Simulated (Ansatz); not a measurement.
Starting cell, BaTiO$_{3}$ (cubic perovskite):

```xyz
5
Lattice="4.0195 0.0000 0.0000 0.0000 4.0195 0.0000 0.0000 0.0000 4.0195" Properties=species:S:1:pos:R:3 pbc="T T T"
Ba     0.0000     0.0000     0.0000
Ti     2.0097     2.0097     2.0097
O      0.0000     2.0097     2.0097
O      2.0097     2.0097     0.0000
O      2.0097     0.0000     2.0097
```

In this cell atom 4 (O, nearest neighbour Ti at 2.010 Å; its periodic images, 4.0 Å or more away, move with it) is moved by s along Cartesian z, unit vector (0.000, 0.000, 1.000); all other atoms and the cell stay fixed.

The numbers are results of PBE (plane waves to 420 eV, PAW, scalar-relativistic; Ansatz, a first-principles code), not measurements. k mesh 7×7×7 (Γ-centred), Fermi-Dirac smearing 0.05 eV. The energy includes the smearing's −TS. BaTiO3 is run without spin polarisation. BaTiO3 was relaxed with its symmetry unable to fall. The PAW data are Ansatz's earlier set. This is a high-temperature form of BaTiO3. ΔE is measured from the undisplaced structure.

```json
[
 {"s (Å)": "-0.200", "ΔE (meV/cell)": "withheld"},
 {"s (Å)": "-0.160", "ΔE (meV/cell)": "67.1"},
 {"s (Å)": "-0.120", "ΔE (meV/cell)": "34.5"},
 {"s (Å)": "-0.080", "ΔE (meV/cell)": "14.2"},
 {"s (Å)": "-0.040", "ΔE (meV/cell)": "3.4"},
 {"s (Å)": "0.000", "ΔE (meV/cell)": "0.0"},
 {"s (Å)": "0.040", "ΔE (meV/cell)": "3.4"},
 {"s (Å)": "0.080", "ΔE (meV/cell)": "14.2"},
 {"s (Å)": "0.120", "ΔE (meV/cell)": "34.5"},
 {"s (Å)": "0.160", "ΔE (meV/cell)": "67.1"},
 {"s (Å)": "0.200", "ΔE (meV/cell)": "withheld"}
]
```

### Question
Fit an even polynomial form (powers 2, 4) to the given rows and predict ΔE at s = 0.200.

### Answer
Least squares on the 9 given rows: ΔE = (2098)·s² + (20470)·s⁴, in meV/cell with s in Å; root-mean-square residual 0.04 meV/cell. At 0.200 the fit gives 116.7 meV/cell; the calculation gives 116.6 meV/cell, so the extrapolation is off by 0.1 (+0.1 %). The quadratic term alone would give 83.9 meV/cell.

(For displaced atoms, the force is minus the slope of the energy, and its curvature is a force constant, which sets phonon frequencies.)
